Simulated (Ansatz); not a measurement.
Na2OsCl4O2 single point

The input, for Ansatz 0.2.0 (plane waves, PAW):

```yaml
crystal:
  lattice:
    - [-3.28827703, 3.28827703, 4.11622648]
    - [3.28827703, -3.28827703, 4.11622648]
    - [3.28827703, 3.28827703, -4.11622648]
  atoms:
    - { symbol: Os, position: [0.0, 0.0, 0.0] }
    - { symbol: O, position: [0.212, 0.212, 0.0] }
    - { symbol: O, position: [0.788, 0.788, 0.0] }
    - { symbol: Na, position: [0.75, 0.25, 0.5] }
    - { symbol: Na, position: [0.25, 0.75, 0.5] }
    - { symbol: Cl, position: [0.23, 0.23, 0.46] }
    - { symbol: Cl, position: [0.23, 0.77, 0.0] }
    - { symbol: Cl, position: [0.77, 0.77, 0.54] }
    - { symbol: Cl, position: [0.77, 0.23, 0.0] }
  symmetry: { tolerance: 0.0003 }
kpoints:
  mp_grid: { grid: [7, 7, 7], shift: [0, 0, 0] }
  band_path:
    path:
      - [0.0, 0.0, 0.0]
      - [0.0, 0.0, 0.5]
      - [0.25, 0.25, 0.25]
      - [0.0, 0.5, 0.0]
      - [0.0, 0.0, 0.0]
      - [0.5, 0.5, -0.5]
      - [0.40954319, 0.59045681, -0.40954319]
      - [-0.40954319, 0.40954319, 0.40954319]
      - [0.0, 0.0, 0.0]
      - [0.0, 0.0, 0.5]
      - [-0.31908639, 0.31908639, 0.5]
    npoints: 6
magnetization:
  spin_polarized: false
scf:
  occupations: { method: fermi_dirac }
  lower_state_search: "off"
  max_iter: 200
hamiltonian:
  pseudopotentials: { kind: paw }
  xc: pbesol
basis:
  ecutwfc: 420
  fft_grid_basis: typed
output:
  forces: true
  stress: true
  eigenvalues: true
  bader: true
  populations: true
  elf: true
  write_potential: true
  volumetric_format: npy
  dos:
    e_range: [-12, 8]
    de: 0.05
    projected: { site_lists: { Cl: [Cl], Na: [Na], O: [O], Os: [Os] } }
checkpoint:
  read: saved_state
```

The run starts from an earlier solution of this cell. 

Parts of the output:

```
Pseudopotentials: kind: paw
Pseudopotential: Os, paw, valence charge 16, recommended cutoff 420 eV (normal), Os.paw.azcp
Pseudopotential: O, paw, valence charge 6, recommended cutoff 420 eV (normal), O.paw.azcp
Pseudopotential: Na, paw, valence charge 9, recommended cutoff 420 eV (normal), Na.paw.azcp
Pseudopotential: Cl, paw, valence charge 7, recommended cutoff 420 eV (normal), Cl.paw.azcp
Functional definition: PBEsol
  exchange = pbesol_x
  correlation = pbesol_c
Crystal: 9 atoms, lattice volume = 178.031 Å³
Basis set: ecut = 420 eV, 3461 PW (Γ), exchange–correlation on 90×90×90 points (8 copies of the dense FFT grid, shifted against one another)
Bands: 46, of which v1, the nominal top of the filled ones, is band 37 counted from 1 (36 counted from 0)
Symmetry: 16 space group operations
Space group: I4/mmm (ITA 139), of the structure as read, at distance tolerance 1.7e-3 Å
k-points: 40 of 343
Initial density: read from a saved state, or passed on in memory by an earlier SCF of this step, an earlier step, the calling program or the single point that the run made first
Functional: x = pbesol(κ = 0.804, μ = 0.1235), c = pbesol(β = 0.046)
SCF iter   1: F=—  Δρ=5.44e-4  dr2=2.22e-4
SCF iter   2: F=—  Δρ=2.98e-4  dr2=6.80e-5
SCF iter   3: F=—  Δρ=2.14e-4  dr2=9.88e-5
SCF iter   4: F=—  Δρ=3.82e-5  dr2=3.22e-6
SCF iter   5: F=—  Δρ=1.40e-5  dr2=2.66e-7
SCF iter   6: F=-19570.7426 eV  Δρ=4.36e-6  dr2=4.69e-8
Free energy (F): -19570.7426 eV
Harris-Foulkes:  -19570.7426 eV  (|F-HF|=9.58e-8)
Internal energy: -19570.7347 eV  (E = F + TS)
E sigma→0 (E₀):  -19570.7387 eV
Entropy (-TS):   -0.0079 eV (-0.879 meV/atom)
Fermi energy:    5.1865 eV
--- Forces (eV/Å), atoms counted from 1 ---
  atom   1  Os     0.0000     0.0000     0.0000
  atom   2  O      0.0000     0.0000     0.7344
  atom   3  O      0.0000     0.0000    -0.7344
  atom   4  Na     0.0000     0.0000     0.0000
  atom   5  Na     0.0000     0.0000     0.0000
  atom   6  Cl     3.7656     3.7656     0.0000
  atom   7  Cl    -3.7656     3.7656     0.0000
  atom   8  Cl    -3.7656    -3.7656     0.0000
  atom   9  Cl     3.7656    -3.7656     0.0000
--- Stress (GPa, compression-positive) ---
       20.4152       0.0000       0.0000
        0.0000      20.4152       0.0000
        0.0000       0.0000       0.7517
  P = ⅓ Tr σ = 13.8607 GPa (138.607 kbar)
--- Löwdin populations: 9 sites ---
  site symbol       q [e]
     0     Os     14.6218
     1      O      6.5318
     2      O      6.5318
     3     Na      8.2941
     4     Na      8.2941
     5     Cl      7.3362
     6     Cl      7.3362
     7     Cl      7.3362
     8     Cl      7.3362
  spilling = 0.0052 (of n_electrons = 74.0000)
--- Bader charges: 9 sites ---
  site symbol  charge [e]  shift [e]
     0     Os      2.0393     0.0019
     1      O     -0.7886     0.0037
     2      O     -0.7886     0.0037
     3     Na      0.9038     0.0000
     4     Na      0.9038     0.0000
     5     Cl     -0.5674     0.0014
     6     Cl     -0.5674     0.0014
     7     Cl     -0.5674     0.0014
     8     Cl     -0.5674     0.0014
```

Total energies depend on the potentials used, so only differences within one code and one set of settings carry meaning.

Origin: a known structure type with other elements, at an estimated volume, so it need not be a known compound. Caveats: atoms or cell far from equilibrium.
